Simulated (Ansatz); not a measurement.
**Structure relaxation, PtI$_{3}$**

The relaxed structure here is a generated cell of PtI3: the first start was made by placing the elements on the sites of a structure type, and the end was not matched to a known phase here, so it may be hypothetical.

The start is a generated cell, PtI3 built in the AFLOW prototype AB3_hR8_155_c_de (D0_14, as in AlF3). The cell and all atomic positions are relaxed at zero pressure with r2SCAN (plane waves to 500 eV, PAW, scalar-relativistic; Ansatz, a quantum-chemistry and plane-wave program). First-step values are on the input's coarse k-mesh.

Ansatz input (later rounds restart from its end on a renewed k-mesh):
Ansatz 0.2 input:
```yaml
crystal:
  lattice:
    - [3.6345244, 2.0983937, 6.1385054]
    - [-3.6345244, 2.0983937, 6.1385054]
    - [0, -4.1967873, 6.1385054]
  atoms:
    - { symbol: Pt, position: [0.237, 0.237, 0.237] }
    - { symbol: Pt, position: [0.763, 0.763, 0.763] }
    - { symbol: I, position: [0.43, 0.57, 0] }
    - { symbol: I, position: [0, 0.43, 0.57] }
    - { symbol: I, position: [0.57, 0, 0.43] }
    - { symbol: I, position: [0.07, 0.93, 0.5] }
    - { symbol: I, position: [0.5, 0.07, 0.93] }
    - { symbol: I, position: [0.93, 0.5, 0.07] }
basis: { ecutwfc: 500, ecutrho_ratio: 4, xc_grid: 4, fft_grid_basis: typed }
kpoints: { mp_grid: { grid: [4, 4, 4] } }
hamiltonian:
  xc: r2scan
  dispersion: none
  pseudopotentials: { kind: paw }
scf: { occupations: { method: fermi_dirac, width: 0.05 } }
relax: { f_tol: 0.01, max_steps: 100, cell: { stress_tol: 0.02 } }
output: { forces: true, stress: true }
```

```json
{
  "initial_pressure": "+7 GPa (positive: the cell is compressed)",
  "largest_initial_force": "about 2.9 eV/Å, on Pt1, Pt2 (atoms numbered as listed)",
  "outcome": "The space group goes from R32 (No. 155) to R-3c (No. 167), with 8 atoms in the primitive cell",
  "energy_released": "0.26 eV/atom",
  "volume_change": "-6.7 %, from 35.11 to 32.77 Å³/atom",
  "Shortest distances (start → end)": "The closest pairs of elements (up to four, under 3.6 Å), start → end: I–Pt 2.52 → 2.76 Å",
  "optimiser_moves": "9"
}
```

The end point of the relaxation:

```cif
data_I18Pt6
_chemical_formula_sum 'Pt6 I18'
_space_group_name_H-M_alt 'R-3c :H'
_space_group_IT_number 167
_space_group_name_Hall '-R 3 2"c'
_cell_length_a 6.91707
_cell_length_b 6.91707
_cell_length_c 18.98171
_cell_angle_alpha 90.000
_cell_angle_beta 90.000
_cell_angle_gamma 120.000
loop_
_atom_site_label
_atom_site_type_symbol
_atom_site_symmetry_multiplicity
_atom_site_Wyckoff_symbol
_atom_site_fract_x
_atom_site_fract_y
_atom_site_fract_z
_atom_site_occupancy
Pt1 Pt 6 b 0.00000 0.00000 0.00000 1
I1 I 18 e 0.34800 0.34800 0.25000 1
```
(The calculation used a cell of 8 atoms; values per cell refer to that cell.)

Final values are on a 8×8×8 k-mesh of the relaxed cell. No spin polarisation in the result.

The run could not lose the symmetry of its start, so the end can be a saddle point.
